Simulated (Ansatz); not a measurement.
An element in the sc structure gives these cold pressures by all-electron LAPW under PBEsol (Ansatz 0.2.0, scalar-relativistic, no spin polarisation).

```json
{"V (Å³/atom)": "16.40", "P (GPa)": "-0.04"}
{"V (Å³/atom)": "15.58", "P (GPa)": "16.04"}
{"V (Å³/atom)": "13.94", "P (GPa)": "66.6"}
{"V (Å³/atom)": "12.30", "P (GPa)": "158.9"}
{"V (Å³/atom)": "10.66", "P (GPa)": "332.2"}
{"V (Å³/atom)": "9.02", "P (GPa)": "674.9"}
{"V (Å³/atom)": "7.38", "P (GPa)": "1408"}
{"V (Å³/atom)": "6.56", "P (GPa)": "2093"}
```

Q: Which element is it?

A: Ir. Its zero-pressure volume in this structure is near 16.4 Å³/atom; the volume and the steepness of P(V) together point to it, though neighbours can come close. This is the case that was computed; others weren't tested.
